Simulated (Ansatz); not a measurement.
TiAl$_{3}$ (Cu3Au type, Pm-3m), a = b = c = 3.9552 Å, α = β = γ = 90.00°.

This is the r²SCAN-relaxed structure.

Question: All from DFT-r²SCAN in the program Ansatz with PAW potentials, unless another level is named. Estimate the formation energy from the elements (no fitted shifts).

Answer: -0.41 eV/atom.

Question: And the density of states at the Fermi level?

Answer: 0.55 states/eV per atom (mean over ±0.08 eV).

The first step of the workflow began from a Materials Project structure, measured or hypothetical; the Crystallography Open Database copy checked does not list it. With Ti and Al taken as one species the cell has the higher symmetry Fm-3m, so it may be an ordered model of a mixed-site phase. Its standing as an ambient phase is unchecked. Symmetry was held in the r²SCAN relaxation; of distortions, only those at the zone centre were tested. The run is not spin-polarised. The references are the lowest solids computed at this level, not always the standard phases.

Potentials: the earlier of the program's two PAW sets.
